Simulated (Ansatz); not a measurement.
# Sr2C: from a first guess to the relaxed fluorite type

First guess:

```yaml
crystal:
  lattice:
    - [0.00000, 3.63758, 3.63758]
    - [3.63758, 0.00000, 3.63758]
    - [3.63758, 3.63758, 0.00000]
  atoms:
    - { symbol: C, position: [0.00000, 0.00000, 0.00000] }
    - { symbol: Sr, position: [0.25000, 0.25000, 0.25000] }
    - { symbol: Sr, position: [0.75000, 0.75000, 0.75000] }
```

These are results of Ansatz 0.2.0, DFT, PBE, PAW with Ansatz's default frozen-core files, scalar-relativistic, not measurements.

Cell and atoms relax within the symmetry of the start on a 8×8×8 k mesh with 0.05 eV Fermi–Dirac smearing.

The start is built from a prototype, known or not as a phase of this compound; the cutoff is 420 eV.

Task: What is the pressure of the first guess?

Result: -5.32 GPa.

Task: What does it relax to?

Result: a = 6.749 Å, b = 6.749 Å, c = 6.749 Å, α = 90.00°, β = 90.00°, γ = 90.00° (conventional cell), 25.62 Å³ per atom:
```
CELL_PARAMETERS angstrom
0.00000 3.37439 3.37439
3.37439 0.00000 3.37439
3.37439 3.37439 0.00000
ATOMIC_POSITIONS crystal
C 0.00000 0.00000 0.00000
Sr 0.25000 0.25000 0.25000
Sr 0.75000 0.75000 0.75000
```

Task: How much energy does the relaxation release?

Result: 127 meV/atom.
